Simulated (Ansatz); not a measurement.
## Relaxing lead (dhcp)

These are results of Ansatz, DFT, LDA (PW92), plane waves (420 eV) with PAW, scalar-relativistic, not measurements. (PAW data from PBE, frozen cores regenerated.)

k-point mesh 10×10×3, Fermi-Dirac smearing 0.1 eV, no spin polarisation. Cell and atoms relax.

Starting structure:

```xyz
4
Lattice="3.5005 0.0000 0.0000 -1.7503 3.0315 0.0000 0.0000 0.0000 11.4327" Properties=species:S:1:pos:R:3 pbc="T T T"
Pb    0.0000    0.0000    0.0000
Pb    0.0000    0.0000    5.7164
Pb    0.0000    2.0210    2.8582
Pb    1.7503    1.0105    8.5745
```

Task: The pressure at the start is -2.2 GPa. By how much does the volume change?

Result: From 30.33 to 28.95 Å³ per atom, -4.6 %. The final cell has a = 3.453 Å, c = 11.213 Å (c/a = 3.247).

Task: How much energy does the relaxation gain?

Result: 10.0 meV per atom.
